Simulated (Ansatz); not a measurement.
Values for one crystal, relaxed and computed with the program Ansatz at the r²SCAN level (PAW); other levels are named.

| Item | Result |
|---|---|
| Volume per atom | 13.03 Å³ |
| Band gap | 2.87 eV (indirect) |
| Valence-band maximum | at T |
| Pressure derivative B′ | 7.3 |
| Gap with spin–orbit coupling | 2.86 eV |
| Formation energy from the elements (no fitted shifts) | -3.38 eV/atom |
| Bulk modulus (Birch–Murnaghan fit) | 1160 kbar |

Q: Pick the material that matches.
(A) RbLuO2, R-3m (Rb on 3a, Lu on 3b, O on 6c)
(B) BaTiO3, R3m (Ba on 3a, Ti on 3a, O on 9b)
(C) CsGeI3, R3m (I on 9b, Cs on 3a, Ge on 3a)
(D) Al2O3, corundum

A: B, BaTiO3, R3m (Ba on 3a, Ti on 3a, O on 9b)

This is a known low-temperature phase of the composition, computed here at zero pressure and temperature. Symmetry was held in the r²SCAN relaxation; whether a distortion lowers the energy is not shown. The run is not spin-polarised. The references are the lowest solids computed at this level, not always the standard phases (solids in place of the gases). Spin–orbit coupling is left out wherever it is not named.

Potentials: the later of the program's two PAW sets.
